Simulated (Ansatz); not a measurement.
What settings do to one calculation: Cu started on a Ca site in rocksalt CaO, 16 atoms, charge +1

Ansatz (PAW, plane waves), atoms fixed. The base input:

```yaml
crystal:
  lattice:
    - [9.535200, 0.000000, 0.000000]
    - [0.000000, 4.767600, 0.000000]
    - [0.000000, 0.000000, 4.767600]
  atoms:
    - { symbol: O, position: [0.253770, 0.994687, 0.005161] }
    - { symbol: O, position: [0.742941, 0.009623, 0.001360] }
    - { symbol: O, position: [0.997506, 0.502755, 0.001054] }
    - { symbol: O, position: [0.497935, 0.502500, 0.004123] }
    - { symbol: O, position: [0.999220, 0.989381, 0.500320] }
    - { symbol: O, position: [0.498417, 0.987719, 0.494810] }
    - { symbol: O, position: [0.250352, 0.502745, 0.495030] }
    - { symbol: O, position: [0.748055, 0.499000, 0.500761] }
    - { symbol: Ca, position: [0.001699, 0.007297, 0.004661] }
    - { symbol: Ca, position: [0.498847, 0.006427, 0.998822] }
    - { symbol: Ca, position: [0.260085, 0.494639, 0.988190] }
    - { symbol: Ca, position: [0.742598, 0.498294, 0.004856] }
    - { symbol: Ca, position: [0.243302, 0.993758, 0.496961] }
    - { symbol: Ca, position: [0.753332, 0.016151, 0.508578] }
    - { symbol: Ca, position: [0.001499, 0.497441, 0.505869] }
    - { symbol: Cu, position: [0.496304, 0.496541, 0.518423] }
kpoints:
  mp_grid: { grid: [2, 2, 2], shift: [0.5, 0.5, 0.5] }
hamiltonian:
  xc: pbesol
total_charge: 1
scf:
  occupations: { method: fermi_dirac, width: 0.01 }
output:
  forces: true
  eigenvalues: true
  populations: true
  charged_corrections: { epsilon: 11.9 }
```

Command:

```sh
ansatz run in.yaml --threads 8 --pin off --max-ram 13300MiB --runs-dir r --events-out ev --progress --plain
```

It converged in 24 iterations and 1.5 s of wall time on a shared host; largest force component 0.93 eV/Å. The cutoff was the default, 420 eV. The base isn't a converged reference: it has few k points, and its atoms are unrelaxed. Each run below changes the keys shown and caps the iterations.

```
run                                                                            changed     ending  iterations  free energy less the base (meV per atom)  rms change of forces (eV/Å)  change of pressure (GPa)  wall time (s, shared host)
  1                                                       mixing beta 0.1, max_iter 90  converged          23                                       0.0                        0.000                         –                     1.3 CPU
  2                  accuracy high, max_iter 80, k points the single k point (½, ½, ½)  converged          49                                    -736.4                        0.496                         –                     1.1 CPU
  3                     ecutwfc 550 eV, dispersion rvv10, n_extra_bands 1, max_iter 60    refused           –                                         –                            –                         –                           –
  4                                width 0.2 eV, mixing algorithm broyden, max_iter 80  converged          15                                     -45.7                        0.070                         –                     1.3 CPU
  5                                                        max_iter 50, total_charge 0  converged          22                                other zero                        0.281                         –                     1.2 CPU
  6                                                    dispersion d3bjatm, max_iter 50  converged          23                                other zero                        0.001                         –                     1.3 CPU
  7  mixing beta 0.2, dispersion d3bj, max_iter 70, k points a 3×3×3 mesh centred on Γ  converged          25                                other zero                        0.089                         –                     3.4 CPU
  8                                                       mixing beta 0.1, max_iter 50  converged          23                                       0.0                        0.000                         –                     1.3 CPU
```

«Other zero»: another functional, charge or dispersion term moves the zero of energy, so the difference says nothing of accuracy.

Task: Which changes leave the result alone, and which of the same physical model moves the forces most?

Result: The forces move by under 0.002 eV/Å in runs 1, 8. Run 2 (accuracy high, max_iter 80, k points the single k point (½, ½, ½)) moves them most among the runs with the same functional, charge and dispersion term, by 0.496 eV/Å.

Task: Why did some runs give no result?

Result: - run 3: inconsistent input (hamiltonian.dispersion, hamiltonian.xc): `dispersion: rvv10` has no transferable b for PBE exchange — Sabatini et al. (2013) fitted b=6.3 to rPW86, and the PBE refits of Peng & Perdew (2017) are task-dependent (b=6.6 S22 / b=10.0 layered). …
